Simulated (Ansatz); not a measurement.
The start is a generated cell, TiAl placed in the AFLOW prototype AB_cF8_225_a_b (B1, as in NaCl). Cell shape, volume and atoms are optimised at zero target pressure with PBE (plane waves to 420 eV, PAW, scalar-relativistic; Ansatz, a program for electronic structure). First-step values are on the input's coarse k-mesh.

Ansatz input (later rounds restart from its end on a renewed k-mesh):
Ansatz 0.2 input:
```yaml
crystal:
  lattice:
    - [0, 2.4874162, 2.4874162]
    - [2.4874162, 0, 2.4874162]
    - [2.4874162, 2.4874162, 0]
  atoms:
    - { symbol: Al, position: [0, 0, 0] }
    - { symbol: Ti, position: [0.5, 0.5, 0.5] }
basis: { ecutwfc: 420, ecutrho_ratio: 4, xc_grid: 2, fft_grid_basis: typed }
kpoints: { mp_grid: { grid: [11, 11, 11] } }
hamiltonian:
  xc: pbe
  dispersion: none
  pseudopotentials: { kind: paw }
scf: { occupations: { method: fermi_dirac, width: 0.05 } }
relax: { f_tol: 0.01, max_steps: 100, cell: { stress_tol: 0.02 } }
output: { forces: true, stress: true }
```

Question: What pressure does the first self-consistent step give?

Answer: +21.4 GPa (positive: the cell is compressed).

Question: How much energy is released per atom?

Answer: 0.18 eV/atom.

Question: How does the volume change?

Answer: +20.3 %, from 15.39 to 18.52 Å³/atom.

Question: How do the shortest distances between atoms change?

Answer: The closest pairs of elements (up to four, under 3.6 Å), start → end: Al–Ti 2.49 → 2.65 Å; Al–Al 3.52 → 3.74 Å; Ti–Ti 3.52 → 3.74 Å.

Question: What band gap does the relaxed structure have at this level?

Answer: No gap (metallic).

Question: What does it relax into? Give the structure.

Answer: 
Space group Fm-3m (No. 225); a = b = c = 5.291 Å, α = β = γ = 90.00°

| atom | site | symmetry | x | y | z |
|---|---|---|---|---|---|
| Al | 4a | m-3m | 0.0000 | 0.0000 | 0.0000 |
| Ti | 4b | m-3m | 0.5000 | 0.5000 | 0.5000 |
(The calculation used a cell of 2 atoms; values per cell refer to that cell.)

The space group stays Fm-3m (No. 225) (the run could not lower it); the end is rock salt type, with 2 atoms in the primitive cell. Final values are on a 15×15×15 k-mesh of the relaxed cell. No spin polarisation in the result.

The run could not lose the symmetry of its start, so the end can be a saddle point.

All atoms sit on sites fixed by symmetry, so only the cell could relax.

The relaxed structure here is a generated cell of TiAl: the first start was made by placing the elements on the sites of a structure type, and the end was not matched to a known phase here, so it may be hypothetical. Known forms of TiAl include space group No. 123.
